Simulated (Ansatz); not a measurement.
Starting cell, Ga2O3 (beta-Ga2O3 type, space group C2/m):

```xyz
10
Lattice="6.2280 -1.5416 0.0000 6.2280 1.5416 0.0000 -1.3917 0.0000 5.7101" Properties=species:S:1:pos:R:3 pbc="T T T"
Ga     0.0138     0.0000     4.5380
Ga    11.0505     0.0000     1.1722
Ga     7.7649     0.0000     1.7940
Ga     3.2994     0.0000     3.9161
O      1.8844     0.0000     0.6233
O      9.1799     0.0000     5.0869
O      1.3782     0.0000     3.2224
O      9.6861     0.0000     2.4877
O      5.8210     0.0000     1.4658
O      5.2433     0.0000     4.2444
```

The atoms are displaced by Q × the pattern below (from a DFPT mode at Γ, largest move 1; Q in Å), at fixed cell.

```tsv
atom	x	y	z
Ga1	-0.204	0.000	0.450
Ga2	-0.204	0.000	0.450
Ga3	0.491	0.000	-0.476
Ga4	0.491	0.000	-0.476
O5	-0.973	0.000	0.232
O6	-0.973	0.000	0.232
O7	-0.180	0.000	0.083
O8	-0.180	0.000	0.083
O9	-0.099	0.000	-0.203
O10	-0.099	0.000	-0.203
```

Method: PBE (plane waves to 420 eV, PAW, scalar-relativistic; Ansatz, a quantum-chemistry and plane-wave program). k mesh 11×11×6 (Γ-centred), Fermi-Dirac smearing 0.05 eV. Ga2O3 was relaxed with its symmetry unable to fall. The PAW data are Ansatz's earlier set. 

```json
[
 {"Q (Å)": "-0.280", "−dE/dQ from forces (eV/Å)": "13.713"},
 {"Q (Å)": "-0.233", "−dE/dQ from forces (eV/Å)": "11.843"},
 {"Q (Å)": "-0.187", "−dE/dQ from forces (eV/Å)": "9.757"},
 {"Q (Å)": "-0.140", "−dE/dQ from forces (eV/Å)": "7.488"},
 {"Q (Å)": "-0.093", "−dE/dQ from forces (eV/Å)": "5.074"},
 {"Q (Å)": "-0.047", "−dE/dQ from forces (eV/Å)": "2.563"},
 {"Q (Å)": "0.000", "−dE/dQ from forces (eV/Å)": "0.000"},
 {"Q (Å)": "0.047", "−dE/dQ from forces (eV/Å)": "-2.563"},
 {"Q (Å)": "0.093", "−dE/dQ from forces (eV/Å)": "-5.074"},
 {"Q (Å)": "0.140", "−dE/dQ from forces (eV/Å)": "-7.488"},
 {"Q (Å)": "0.187", "−dE/dQ from forces (eV/Å)": "-9.757"},
 {"Q (Å)": "0.233", "−dE/dQ from forces (eV/Å)": "-11.843"},
 {"Q (Å)": "0.280", "−dE/dQ from forces (eV/Å)": "-13.713"}
]
```

Problem. What harmonic wavenumber does the curvature at Q = 0 give?

Solution. 334 cm⁻¹. E″ = 55.09 eV/Å², M = Σ mᵢ|uᵢ|² = 134.0 u, ν̃ = 521.5·√(|E″|/M).

(A displaced cell: forces are minus the slopes of the energy, force constants its curvatures, and phonons follow from these.)
